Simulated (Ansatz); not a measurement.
## What settings do to one calculation: (111) superlattice of 2 and 10 atomic planes of zincblende GaN and AlN, in-plane a of AlN, 12 atoms

Ansatz (PAW, plane waves), atoms fixed. The base input:

```yaml
crystal:
  lattice:
    - [2.188861, -2.188861, 0.000000]
    - [0.000000, 2.188861, -2.188861]
    - [8.825677, 8.825677, 8.825677]
  atoms:
    - { symbol: Ga, position: [0.981479, 0.974605, 0.996705] }
    - { symbol: Al, position: [0.009761, 0.017830, 0.504570] }
    - { symbol: Al, position: [0.310575, 0.654868, 0.173435] }
    - { symbol: Al, position: [0.345763, 0.666785, 0.666225] }
    - { symbol: Al, position: [0.656427, 0.326979, 0.336567] }
    - { symbol: Al, position: [0.664228, 0.327529, 0.832938] }
    - { symbol: N, position: [0.991774, 0.004867, 0.130248] }
    - { symbol: N, position: [0.008175, 0.996112, 0.631161] }
    - { symbol: N, position: [0.318585, 0.652930, 0.294772] }
    - { symbol: N, position: [0.346003, 0.666293, 0.794923] }
    - { symbol: N, position: [0.646378, 0.344480, 0.457144] }
    - { symbol: N, position: [0.639507, 0.339105, 0.955919] }
kpoints:
  mp_grid: { grid: [4, 4, 1] }
hamiltonian:
  xc: pbesol
scf:
  occupations: { method: fermi_dirac, width: 0.01 }
output:
  forces: true
  eigenvalues: true
  stress: true
  populations: true
  write_density: true
  write_potential: true
  elf: true
  volumetric_format: npy
```

Command:

```sh
ansatz run in.yaml --threads 8 --pin off --max-ram 13300MiB --runs-dir r --events-out ev --progress --plain
```

It converged in 8 iterations and 1.9 s of wall time on 8 threads of a Platinum 8488C processor, on a host shared with other runs; peak host memory 0.57 GiB; largest force component 2.42 eV/Å, pressure 2.35 GPa. The cutoff was the default, 420 eV. The base isn't a converged reference: it has few k points, and its atoms are unrelaxed. Each run below changes the keys shown and caps the iterations.

| run | changed | ending | iterations | free energy less the base (meV per atom) | rms change of forces (eV/Å) | change of pressure (GPa) | wall time (s, shared host) |
| --- | --- | --- | --- | --- | --- | --- | --- |
| 1 | dr2_threshold 0.001, mixing beta 0.2, max_iter 100 | converged | 6 | 0.0 | 0.001 | 0.00 | 0.8 CPU |
| 2 | n_extra_bands 1, initial_magnetization 8, mixing algorithm broyden, max_iter 60 | refused | – | – | – | – | – |
| 3 | occupations fixed, accuracy high, max_iter 80, k points the single k point (½, ½, ½) | converged | 12 | -423.7 | 1.810 | -2.56 | 0.5 CPU |
| 4 | dispersion rvv10, max_iter 70 | refused | – | – | – | – | – |
| 5 | occupations gaussian, accuracy low, ecutrho_ratio 6, max_iter 60 | converged | 8 | 0.0 | 0.000 | 0.00 | 0.7 CPU |
| 6 | max_iter 14 | converged | 8 | 0.0 | 0.000 | 0.00 | 0.8 CPU |
| 7 | xc_grid 2 (2 is the default), max_iter 100 | converged | 8 | 0.0 | 0.000 | 0.00 | 0.8 CPU |
| 8 | accuracy high, max_iter 60 | converged | 10 | 0.0 | 0.000 | 0.00 | 0.8 CPU |
| 9 | xc pbe, ecutwfc 120 eV, max_iter 70 | converged | 18 | other zero | 0.729 | -15.42 | 0.4 CPU |
| 10 | width 0.5 eV, xc_grid 3 (2 is the default), max_iter 4 | not converged | – | – | – | – | – |

«Other zero»: another functional, charge or dispersion term moves the zero of energy, so the difference says nothing of accuracy.

Which changes leave the result alone, and which of the same physical model moves the forces most?

The forces move by under 0.002 eV/Å in runs 1, 5, 6, 7, 8. Run 3 (occupations fixed, accuracy high, max_iter 80, k points the single k point (½, ½, ½)) moves them most among the runs with the same functional, charge and dispersion term, by 1.810 eV/Å.

Why did some runs give no result?

- run 2: inconsistent input (scf.n_extra_bands): n_bands = 30 cannot host the net starting moment |Σ_I m_I| = 8.0000 μB: with N_el = 58 the majority spin channel must hold (N_el + |M|)/2 = 33.0000 electrons at no more than one per band — at least 33 bands (30 bands …
- run 4: inconsistent input (hamiltonian.dispersion, hamiltonian.xc): `dispersion: rvv10` has no transferable b for PBE exchange — Sabatini et al. (2013) fitted b=6.3 to rPW86, and the PBE refits of Peng & Perdew (2017) are task-dependent (b=6.6 S22 / b=10.0 layered). …
- run 10: did not converge after 4 iterations: onsite_residual = 3.78e-4 (threshold 1.00e-7), under the density mixer `msr1`, which `scf.mixing.algorithm: auto` chose by the deck's other keys (type `scf.mixing.algorithm: msr1` to keep it);
